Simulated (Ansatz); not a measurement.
Consider a crystal of YVC4N4 in space group P4/mmm (No. 123), with Y on 1a; V on 1c; C on 4j; N on 4j. A trial structure of YVC4N4 was built thus: stacked square cyanide-bridged sheets.

Level of theory: DFT PBE, scalar-relativistic, plane waves, PAW in Ansatz 0.2.0. Cutoff 420 eV, Γ-centred mesh, Gaussian smearing, collinear spin.

The zero of energy is the elements' standard structures at the same level (N₂ as a molecule); no fitted shifts are applied.

Question: Give the relaxed lattice parameters and positions.

Answer:

Space group P4/mmm (No. 123). a = 8.003 Å, b = 8.003 Å, c = 3.729 Å, α = 90.00°, β = 90.00°, γ = 90.00°
```
atom  site  symmetry       x       y       z
   Y    1a     4/mmm  0.0000  0.0000  0.0000
   V    1c     4/mmm  0.5000  0.5000  0.0000
   C    4j      m.2m  0.2180  0.7820  0.0000
   N    4j      m.2m  0.3216  0.6784  0.0000
```

Around Y lie 4 C at 2.47 Å; V has 4 N at 2.02 Å; around C lie 1 N at 1.17 Å and 1 Y at 2.47 Å; N has 1 C at 1.17 Å and 1 V at 2.02 Å. Another local minimum with the same sites may exist.

Question: And its energy and gap?

Answer: The energy over the elements is +0.21 eV/atom, the gap on the 6×6×10 mesh of the 10-atom cell is 0 eV (a metal) and the net moment per atom is 0.34 μB. The moment by site is V 1.9 μB. It can't be a ground state, since the elements alone are lower.

The last run used collinear spin and Gaussian smearing of 0.10 eV. The reference form of C is held partly by dispersion forces, which this level lacks. The magnetic state reached may not be the lowest. A structure relaxed within its symmetry needn't be a true minimum. Site moments count only spheres around the atoms; the net moment includes the space between them.
